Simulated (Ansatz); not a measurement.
Structure: Si₃C₃N₈ on the sites of β-Si3N4 (relaxed group Pm), at its r2SCAN minimum. It is monoclinic, Pm (No. 6); conventional cell a = 6.959 Å, b = 2.711 Å, c = 7.045 Å, β = 118.9°, 8.31 Å³ an atom. Si has 4 N at 1.63–1.68 Å; Si has 4 N at 1.65–1.72 Å; Si has 4 N at 1.63–1.72 Å; C has 4 N at 1.42–1.64 Å; C has 4 N at 1.52–1.58 Å; C has 4 N at 1.49–1.63 Å; N has 2 C at 1.47–1.52 Å and 1 Si at 1.68 Å; N has 1 C at 1.49 Å and 2 Si at 1.70–1.72 Å (further sites aren't listed).

```cif
data_structure
_symmetry_space_group_name_H-M 'Pm'
_symmetry_Int_Tables_number 6
_cell_length_a 6.9587
_cell_length_b 2.7106
_cell_length_c 7.0446
_cell_angle_alpha 90.000
_cell_angle_beta 118.887
_cell_angle_gamma 90.000
_cell_volume 116.34
loop_
_atom_site_label
_atom_site_type_symbol
_atom_site_symmetry_multiplicity
_atom_site_Wyckoff_symbol
_atom_site_fract_x
_atom_site_fract_y
_atom_site_fract_z
_atom_site_occupancy
Si1 Si 1 b 0.76094 0.50000 0.57928 1
Si2 Si 1 a 0.59540 0.00000 0.83132 1
Si3 Si 1 a 0.18027 0.00000 0.78005 1
C1 C 1 b 0.81910 0.50000 0.22409 1
C2 C 1 b 0.41502 0.50000 0.18896 1
C3 C 1 a 0.22111 0.00000 0.39866 1
N1 N 1 b 0.66502 0.50000 0.31037 1
N2 N 1 a 0.32170 0.00000 0.63908 1
N3 N 1 b 0.03112 0.50000 0.72045 1
N4 N 1 a 0.68156 0.00000 0.65105 1
N5 N 1 a 0.34870 0.00000 0.05720 1
N6 N 1 b 0.69566 0.50000 0.99349 1
N7 N 1 a 0.97032 0.00000 0.30520 1
N8 N 1 b 0.29409 0.50000 0.32081 1
```

4 runs of Ansatz 0.2.0 on this cell differ in the functional (and in the settings that go with it). Levels are in eV from each run's valence top; v1 is the last filled band, c1 the first empty one.

Run A, mean stress +5.7 GPa (compression positive):
```tsv
point	v2	v1	c1	c2
Γ	-0.51	-0.32	2.13	2.41
Z	-1.66	-1.41	2.89	3.81
D	-1.61	-1.04	3.50	3.76
```

Run B, mean stress -3.4 GPa (compression positive):
```tsv
point	v2	v1	c1	c2
Γ	-0.47	-0.29	4.41	4.72
Z	-1.84	-1.59	5.15	6.14
D	-1.70	-1.20	5.83	6.10
```

Run C, mean stress 0.0 GPa (compression positive):
```tsv
point	v2	v1	c1	c2
Γ	-0.54	-0.32	2.51	2.75
Z	-1.72	-1.46	3.33	4.30
D	-1.65	-1.09	3.95	4.28
```

Run D, mean stress -3.2 GPa (compression positive):
```tsv
point	v2	v1	c1	c2
Γ	-0.47	-0.29	3.64	3.95
Z	-1.83	-1.58	4.38	5.37
D	-1.70	-1.19	5.06	5.33
```

**Question.** Match the runs to PBE, r2SCAN, HSE06, PBE0.

**Answer.** A is PBE, B is PBE0, C is r2SCAN, D is HSE06. In order of the gap: PBE 2.13, r2SCAN 2.51, HSE06 3.64, PBE0 4.41 eV. The stress vanishes for r2SCAN, which relaxed the cell.

Spin-unpolarised throughout. Whether this structure exists isn't addressed.

The stress of a hybrid is loosely converged in these runs.

The meshes of the hybrids are coarse, so their gaps aren't converged to the digits shown.
